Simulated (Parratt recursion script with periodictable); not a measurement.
**How fast does roughness lower the EUV peak of a Si/Mo multilayer on Si?**

```
layer, from the top  thickness (Å)  density (g/cm³)  rms roughness of its top face (Å)  δ at 13.5 nm  β at 13.5 nm
-------------------  -------------  ---------------  ---------------------------------  ------------  ------------
Si (in each period)             36            2.313                             varied  9.927 × 10⁻⁴      0.001813
Mo (in each period)             36           10.026                             varied       0.07476      0.006314
Si (substrate)                   –            2.313                                  0  9.927 × 10⁻⁴      0.001813
```

The refractive index is n = 1 − δ + iβ; the runs take δ and β at each wavelength of the scan. Vacuum lies above.

Densities are inputs, not measurements. They were set from computed cells of the Materials Project: Si from entry mp-149 (Fd-3m, 2.313 g/cm³); Mo from entry mp-129 (Im-3m, 10.026 g/cm³). A layer's crystal structure does not enter its constants, only its composition and density.

Model: EUV and soft X-ray reflectivity, Parratt recursion, Névot-Croce roughness, Henke tables. Program: Parratt recursion script with periodictable 1.7.1.

Light falls at α = 15° from the surface normal. It is s-polarised. The wavelength is scanned from 12.42 to 14.58 nm in 161 evenly spaced points, without smoothing. The peak is the highest scan point; its wavelength and height come from a parabola through R at that point and its two neighbours.

The pair is repeated 40 times. The runs differ only in σ, the roughness on top of both layers of each period; the substrate's stays as listed.

| σ (Å) | peak λ (nm) | peak R (%) |
|---|---|---|
| 0 | 13.467 | 72.0 |
| 3 | 13.460 | 71.0 |
| 6 | 13.444 | ? |
| 9 | 13.424 | 62.3 |

Task: Estimate the peak reflectivity at σ = 6 Å from a line of ln R against σ², and compare with the factor exp[−(2πσ/D)²] for one weak reflection.

Result: With R₀ = 72.0 % of the first row, ln(R/R₀) is 0.0000 at σ² = 0, −0.0140 at σ² = 9, −0.1447 at σ² = 81 Å². A least-squares line has slope −0.00180 Å⁻² and intercept 0.0010, which gives 67.5 % at σ² = 36 Å². For D = 72 Å, (2π/D)² = 0.00762 Å⁻², and that slope from the first row gives 54.7 %.

The run gave 68.0 %, so the line misses by 0.5 points. The fitted slope is 0.24 of (2π/D)² in size.
